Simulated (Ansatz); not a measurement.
In3BAs4 as one 8-atom ordering (P-43m) on the zincblende lattice, relaxed with r2SCAN. It is cubic, P-43m (No. 215); conventional cell a = 5.779 Å, 24.12 Å³ an atom. B is surrounded by 4 As at 2.17 Å; As is surrounded by 1 B at 2.17 Å and 3 In at 2.63 Å; In is surrounded by 4 As at 2.63 Å.

3 runs of Ansatz 0.2.0 on this cell differ in the functional (and in the settings that go with it). Levels are in eV from each run's valence top; v1 is the last filled band, c1 the first empty one.

Run A, mean stress -0.3 GPa (compression positive):
```tsv
point	v2	v1	c1	c2
Γ	0.00	0.00	0.68	2.11
X	-0.95	-0.95	2.17	2.61
M	-1.27	-0.16	2.07	2.67
R	-0.56	-0.56	0.67	1.71
```

Run B, mean stress +2.0 GPa (compression positive):
```tsv
point	v2	v1	c1	c2
Γ	-0.03	-0.03	0.00	1.50
X	-0.87	-0.87	1.58	1.96
M	-1.15	-0.12	1.37	2.03
R	-0.49	-0.49	0.14	1.01
```

Run C, mean stress 0.0 GPa (compression positive):
```tsv
point	v2	v1	c1	c2
Γ	-0.01	-0.01	0.34	1.79
X	-0.90	-0.90	1.84	2.22
M	-1.21	-0.14	1.68	2.26
R	-0.52	-0.52	0.31	1.37
```

Problem. Match the runs to PBE, r2SCAN, HSE06.

Solution. A is HSE06, B is PBE, C is r2SCAN. In order of the gap: PBE 0, r2SCAN 0.31, HSE06 0.67 eV.

(Calculated; spin-unpolarised; the phase may be known or hypothetical.)

Spin-orbit coupling is left out, which matters wherever the heavy atoms make up the band edges.

The program warns that its thresholds are loose for a hybrid's stress.

The meshes of the hybrids are coarse, so their gaps aren't converged to the digits shown.
